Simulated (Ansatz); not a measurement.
**Y, first-principles data**

Y:
```cif
data_Y2
_chemical_formula_sum 'Y2'
_space_group_name_H-M_alt 'Im-3m'
_space_group_IT_number 229
_space_group_name_Hall '-I 4 2 3'
_cell_length_a 4.06574
_cell_length_b 4.06574
_cell_length_c 4.06574
_cell_angle_alpha 90.000
_cell_angle_beta 90.000
_cell_angle_gamma 90.000
loop_
_atom_site_label
_atom_site_type_symbol
_atom_site_symmetry_multiplicity
_atom_site_Wyckoff_symbol
_atom_site_fract_x
_atom_site_fract_y
_atom_site_fract_z
_atom_site_occupancy
Y1 Y 2 a 0.00000 0.00000 0.00000 1
```
(The calculation used a cell of 1 atom; values per cell refer to that cell.)

Space group Im-3m (No. 229), bcc (W type); conventional cell a = b = c = 4.0657 Å, α = β = γ = 90.00°.

Method: r²SCAN in the plane-wave PAW code Ansatz. The cell and atoms are relaxed at this level. Other levels are named where they apply.

Cell and energy:

| Item | Value |
|---|---|
| Volume per atom | 33.60 Å³ |
| Density | 4.39 g/cm³ |

Electronic structure:

| Property | Value |
|---|---|
| Electronic character | metallic (no gap) |
| Density of states at the Fermi level | 2.4 states/eV per atom (mean over ±0.08 eV) |
| Gap with spin–orbit coupling | none (metallic) |

Mechanics:

| Property | Value |
|---|---|
| Bulk modulus (Birch–Murnaghan fit) | 39.2 GPa |
| Pressure derivative B′ | 3.0 |
| Elastic constants (relaxed ions, GPa) | C11 = 41.7, C12 = 37.7, C44 = 22.1 |
| Mechanical stability | stable (all eigenvalues of C positive) |

The start of the workflow was typed in or built on a structure type; neither database checked (COD, Materials Project) lists it. It is not the phase usual at ambient conditions (space group No. 194). The cell was relaxed with r²SCAN under the symmetry of its start; its stability against distortions is not shown here. The run is not spin-polarised. As this level gives no gap, shear constants depend on the k-mesh and smearing (Fermi–Dirac, 0.1 eV here). Scalar-relativistic: spin–orbit coupling is off unless named, which matters more the heavier the elements.

Potentials: the earlier of the program's two PAW sets.
